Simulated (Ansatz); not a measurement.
SrO:
```yaml
crystal:
  lattice:
    - [0.00000, 2.59749, 2.59749]
    - [2.59749, 0.00000, 2.59749]
    - [2.59749, 2.59749, 0.00000]
  atoms:
    - { symbol: Sr, position: [0.00000, 0.00000, 0.00000] }
    - { symbol: O, position: [0.50000, 0.50000, 0.50000] }
```

Relaxed with PBE.

Question: Give the optical modes at the zone centre with their infrared and Raman activity from DFPT, the program Ansatz at the PBE level (PAW).

Answer: Transverse frequencies, without the LO–TO term; a row sums one degenerate level.

```csv
ω (cm⁻¹),degeneracy,IR ((D/Å)²/amu),Raman (Å⁴/amu),activity,symmetry
189,3,30.38,0,IR,T1u
```

Question: How high does the top mode go among those that the LO–TO term moves?

Answer: 446 cm⁻¹ for q along x.

Space group Fm-3m (rock salt). The cell was relaxed with PBE under the symmetry of its start; phonons on a q-mesh show no instability.

Potentials: the later of the program's two PAW sets.
